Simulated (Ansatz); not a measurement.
VO2:
```xyz
12
Lattice="9.2626 0.0000 0.0000 0.0000 2.8111 0.0000 0.0000 0.0000 4.8036" Properties=species:S:1:pos:R:3 pbc="T T T"
V      5.9008     0.7028     1.9982
V      3.3618     2.1084     2.8054
V      7.9931     2.1084     4.4000
V      1.2695     0.7028     0.4036
O      4.8348     2.1084     1.3799
O      4.4278     0.7028     3.4237
O      9.0592     0.7028     3.7817
O      0.2035     2.1084     1.0219
O      2.1439     2.1084     4.1797
O      7.1188     0.7028     0.6239
O      2.4875     0.7028     1.7779
O      6.7752     2.1084     3.0257
```
The run is spin-polarised; directions of the spins, atom by atom: ↑ ↑ ↑ ↑ 0 0 0 0 0 0 0 0.

This is the PBEsol-relaxed structure.

Q: All from DFT-PBEsol in the program Ansatz with PAW potentials, unless another level is named. Estimate the electronic character.

A: metallic (no gap).

Q: And the formation energy from the elements (no fitted shifts)?

A: -2.33 eV/atom.

Q: And the density of states at the Fermi level?

A: 0.50 states/eV per atom (mean over ±0.08 eV).

Space group Pnma. The first step of the workflow began from a Materials Project structure, measured or hypothetical; the Crystallography Open Database copy checked does not list it. COD files the formula under space group No. 10, 12, 14, 136. Whether it is the stable phase at ambient conditions was not checked. Symmetry was held in the PBEsol relaxation; whether a distortion lowers the energy is not shown. The final state is ferromagnetic, chosen from 4 collinear starts compared on coarse meshes (ties went to the first, and starts can fall back to one state), not a proven ground state. No Hubbard U is applied. The compound may be a true metal, but semilocal functionals without U, or a wrong spin order, can also close a gap. The references are the lowest solids computed at this level, not always the standard phases (solids in place of the gases).

Potentials: the earlier of the program's two PAW sets. The files were generated under PBE; for other functionals the program regenerates the frozen cores, and for LDA and PBEsol the local potential too.
